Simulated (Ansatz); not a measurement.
Clean, relaxed (110) surface of W, space group Im-3m (No. 229) (top face towards +c; atoms held fixed, by place in the list: 1, 2, 3, 4, 5, 6, 7, 8):

```xyz
16
Lattice="5.4722 0.0000 0.0000 -1.8241 5.1592 0.0000 0.0000 0.0000 23.7020" Properties=species:S:1:pos:R:3 pbc="T T T"
W     0.9120    1.2898    8.5000
W     0.0000    3.8694    8.5000
W     3.6481    1.2898    8.5000
W     2.7361    3.8694    8.5000
W     1.8241    2.5796   10.7340
W     2.7361    0.0000   10.7340
W    -0.9120    2.5796   10.7340
W     0.0000    0.0000   10.7340
W     2.7361    3.8694   12.9801
W     3.6481    1.2898   12.9801
W     0.0000    3.8694   12.9801
W     0.9120    1.2898   12.9801
W     0.0000    0.0000   15.1550
W    -0.9120    2.5796   15.1550
W     2.7361    0.0000   15.1550
W     1.8241    2.5796   15.1550
```

All numbers below come from DFT PBE+D3(BJ), scalar-relativistic, plane waves, PAW in Ansatz 0.2.0. Settings: cutoff 420 eV, Γ-centred mesh 6×6×1 on the computed 16-atom cell, Gaussian smearing of 0.10 eV; no spin polarisation. A dipole correction removes the field between periodic images along c.

Zn (atom) is adsorbed on the top face, one adsorbate per 28.2 Å², and relaxed from 2 starting sites (fractions of a and b). E_ads counts from the clean slab and the free adsorbate (spin-polarised where it has unpaired electrons); negative means bound. Heights count from the highest slab atom after relaxation. Δφ is the top face's. Δp counts per cell along +c. Bonded neighbours lie within 1.25 times the sum of covalent radii (1.35 for H) and, on that scale, within 12 % of the closest. With the adsorbate the cell is lengthened along c to keep the vacuum.

```
                         start ends at E_ads (eV) height (Å) shortest contact  Δφ (eV)  Δp (e·Å)
       top (W) at (0.50, 0.00) (0.50, 0.00), 1 bonded neighbour (W)       -1.30        2.51       Zn–W 2.51 Å    -1.30    +0.213
hollow (W-W-W) at (0.83, 0.17) (0.75, 0.25), 2 bonded neighbours (W)       -1.83        1.98       Zn–W 2.60 Å    -0.75    +0.117
```

Among the sites tried, the lowest end comes from the hollow (W-W-W) at (0.83, 0.17) start; other sites may lie lower.

Each end is the local minimum or symmetric point that its start leads to. The slab is only 6.7 Å thick, so the energies aren't converged with thickness.

An atom lies near a switch of its D3 coefficient C6 between reference coordination numbers, so the dispersion energy changes steeply there and can make or shift the minimum.